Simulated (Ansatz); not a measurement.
Si3P4 (I-43d), relaxed with PBE (Ansatz, a program for electronic structure, plane waves, PAW): a = b = c = 8.0857 Å, α = β = γ = 90.00°.

```
Item                  Value
--------------------  -----
ΔH_f (eV/atom)         0.04
B₀ by P(V) fit (GPa)   62.1
```

### Question
The same phase is relaxed and computed with r²SCAN in the same code. What are the cell and these values now?

### Answer
a = b = c = 8.086 Å, α = β = γ = 90.00°.

- ΔH_f (eV/atom) = 0.02
- B₀ by P(V) fit (GPa) = 78.9

Constructed cells (a structure type filled with these elements, in neither database checked): Si3P4, I-43d (Si on 12a, P on 16c). All cells were relaxed under the symmetry of their starts (and spin orders); stability against distortions was not tested throughout.

Potentials: the later of the program's two PAW sets.

Ansatz is a plane-wave DFT program.

Formation energies count from the lowest solids of the elements computed at the same level, not from gases.
